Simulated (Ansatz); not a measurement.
Input:

Zr$_{5}$Ge$_{3}$:
```
Zr5Ge3
1.0
    8.08479     0.00000     0.00000
   -4.04239     7.00163     0.00000
    0.00000     0.00000     5.61483
Zr Ge
10 6
Direct
  0.00000   0.74599   0.75000
  0.00000   0.25401   0.25000
  0.25401   0.00000   0.25000
  0.74599   0.00000   0.75000
  0.25401   0.25401   0.75000
  0.74599   0.74599   0.25000
  0.33333   0.66667   0.50000
  0.66667   0.33333   0.50000
  0.66667   0.33333   0.00000
  0.33333   0.66667   0.00000
  0.38745   0.00000   0.75000
  0.61255   0.00000   0.25000
  0.38745   0.38745   0.25000
  0.61255   0.61255   0.75000
  0.00000   0.38745   0.75000
  0.00000   0.61255   0.25000
```

This is the r²SCAN-relaxed structure.

### Question
All from plane-wave PAW r²SCAN (Ansatz code), unless another level is named. Predict the electronic character.

### Answer
metallic (no gap).

### Question
And the density of states at the Fermi level?

### Answer
0.40 states/eV per atom (mean over ±0.08 eV).

### Question
Next, the formation energy from the elements (no fitted shifts)?

### Answer
-0.88 eV/atom.

Space group P6_3/mcm. The workflow started from a Materials Project entry (that database holds measured and hypothetical structures alike); the Crystallography Open Database copy checked does not list it. Whether it is the stable phase at ambient conditions was not checked. The cell was relaxed with r²SCAN under the symmetry of its start; its stability against distortions is not shown here. The run is not spin-polarised. The references are the lowest solids computed at this level, not always the standard phases. Scalar-relativistic: spin–orbit coupling is off unless named, which matters more the heavier the elements.

Potentials: the earlier of the program's two PAW sets.
